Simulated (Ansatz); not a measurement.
Al2O3:
```cif
data_Al4O6
_chemical_formula_sum 'Al4 O6'
_space_group_name_H-M_alt 'P 1'
_space_group_IT_number 1
_cell_length_a 5.13898
_cell_length_b 5.13898
_cell_length_c 5.13898
_cell_angle_alpha 55.346
_cell_angle_beta 55.346
_cell_angle_gamma 55.346
loop_
_space_group_symop_operation_xyz
  'x, y, z'
loop_
_atom_site_label
_atom_site_type_symbol
_atom_site_fract_x
_atom_site_fract_y
_atom_site_fract_z
_atom_site_occupancy
Al1 Al 0.14794 0.14794 0.14794 1
Al2 Al 0.85206 0.85206 0.85206 1
Al3 Al 0.35206 0.35206 0.35206 1
Al4 Al 0.64794 0.64794 0.64794 1
O1 O 0.94417 0.55583 0.25000 1
O2 O 0.05583 0.44417 0.75000 1
O3 O 0.25000 0.94417 0.55583 1
O4 O 0.75000 0.05583 0.44417 1
O5 O 0.55583 0.25000 0.94417 1
O6 O 0.44417 0.75000 0.05583 1
```

Relaxed with PBEsol.

Q: Decompose the optical modes at the zone centre into irreducible representations, and say which are infrared and Raman allowed.

A: Point group -3m: Γ_opt = 2A1g + 2A1u + 3A2g + 2A2u + 5Eg + 4Eu. Infrared: A2u, Eu. Raman: A1g, Eg.

Q: Assign frequencies (DFPT, PBEsol in the plane-wave PAW code Ansatz; without the LO–TO term).

A: A2g 298, Eg 364, Eu 377, A2u 384, A1g 406, Eg 421, Eu 426, Eg 434, A2g 515, Eu 558, Eg 563, A2u 569, A1u 590, Eu 615, A1g 626, A1u 675, Eg 731, A2g 731 cm⁻¹.

Space group R-3c (corundum). The cell was relaxed with PBEsol under the symmetry of its start.

Potentials: the earlier of the program's two PAW sets. The files were generated under PBE; for other functionals the program regenerates the frozen cores, and for LDA and PBEsol the local potential too.
